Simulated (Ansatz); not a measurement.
# Ta: energy along a strain

Ta, Fm-3m, a = 4.220 Å (as given, not relaxed at this level: -5.9 GPa). This isn't the element's structure at ambient conditions. Ansatz: PBEsol, PAW, 420 eV, Γ-centred 20×20×20 mesh on 1 atom, Gaussian smearing 0.15 eV; no spin polarisation. Cell vectors (Å): 0.000 2.110 2.110; 2.110 0.000 2.110; 2.110 2.110 0.000. The cell is strained by x per cent times the pattern (1 0 0 0 0 0) in the order xx yy zz yz xz xy (engineering shears), with fractional coordinates held. y is the free energy over the start, V0 = 18.788 Å³/atom. Points with a strain past 8.5 % were computed too (3) and aren't used here.

```tsv
x (%)	y (meV/atom)
-7.50	?
-5.00	-23.97
-2.50	-14.02
0.00	0.00
2.50	21.41
5.00	51.03
7.50	88.61
```

Problem. Fit y = c1 x + c2 x² + c3 x³ to the other rows, get the stiffness along the pattern, and predict the missing energy.

Solution. Least squares on the rows shown. y = 7.1582 x + 0.53807 x² + 0.011378 x³. The clamped-ion stiffness p·C·p = 2 × 5.381 eV × 160.2 / 18.788 Å³ = 92 GPa, which is C11 in these axes (second derivative at the start, which stands under stress). With a term in x⁴ added, the coefficient of x² becomes 0.5924, 10 % more, which shows how far this figure hangs on the form. At x = -7.50 the fit asked for gives -28.22 meV/atom. The run gave -30.68 meV/atom, so the fit is 2.46 meV/atom too high, 2.1 % of the span of the series, against an rms of 0.37 meV/atom on the fitted rows. The row lies outside the fitted range. With a term in x⁴ added, a fit to the same known rows predicts -34.64 meV/atom, which misses by about as much or more on the other side: the known rows don't fix the higher terms.

Spin–orbit coupling is left out, which can shift energies with elements as heavy as these.